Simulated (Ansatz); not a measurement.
A trial structure of CdS5 was built thus: random cell by space group and Wyckoff sites (P6/mmm, No. 191). Lengths were set from tabulated atomic sizes, so they are only a guess.

```cif
data_structure
_symmetry_space_group_name_H-M 'P 1'
_symmetry_Int_Tables_number 1
_cell_length_a 5.5767
_cell_length_b 5.5767
_cell_length_c 5.4986
_cell_angle_alpha 90.000
_cell_angle_beta 90.000
_cell_angle_gamma 120.000
_cell_volume 148.09
loop_
_atom_site_label
_atom_site_type_symbol
_atom_site_fract_x
_atom_site_fract_y
_atom_site_fract_z
_atom_site_occupancy
Cd1 Cd 0.00000 0.00000 0.50000 1
S1 S 0.33333 0.66667 0.32887 1
S2 S 0.33333 0.66667 0.67113 1
S3 S 0.66667 0.33333 0.67113 1
S4 S 0.66667 0.33333 0.32887 1
S5 S 0.00000 0.00000 0.00000 1
```

Level of theory: Ansatz, DFT PBE, scalar-relativistic, plane waves, PAW. Cutoff 420 eV, Gaussian smearing, Γ-centred meshes. Cell and atoms relax first on a coarse mesh and then on a finer one. In between, the cell is made exact in the group found at 0.06 Å. In metals the finer mesh still leaves noise of several meV/atom or more. The steps can't lower the symmetry of their start. No spin polarisation.

A guess keeps its type if space group and coordination stay and the shape of the cell changes little (axis ratios within about 15 %, angles within 6°); the volume may change.

Question: Does it keep its structure type, or change into something else?

Answer: It keeps its type. The symmetry stays P6/mmm (No. 191). The volume per atom shrinks by 11.6 %, from 24.7 to 21.8 Å³. The shortest distance goes from 1.88 Å (S–S) to 1.93 Å (S–S). The ratio c/a of the conventional cell changes by a factor of 0.92. Counting neighbours within 15 % of an atom's shortest distance, the start has Cd 2, S 1/2 and the end Cd 2, S 1/2.

Energies over the elements count from the elements' standard structures at the same level, with no fitted energy shifts.

Question: At what energy does it end?

Answer: +0.30 eV/atom. The separate elements lie lower, so it is unstable against them.

The last run used a 12×12×8 mesh (in the run's order of axes) for its 6-atom cell and Gaussian smearing of 0.10 eV. No dispersion correction is applied, so the spacing and binding between layers, chains or molecules are poorly described. The reference form of S is held partly by dispersion forces, which this level lacks. A structure relaxed within its symmetry needn't be a true minimum.

In counts of neighbours, a slash parts the counts of unlike sites.
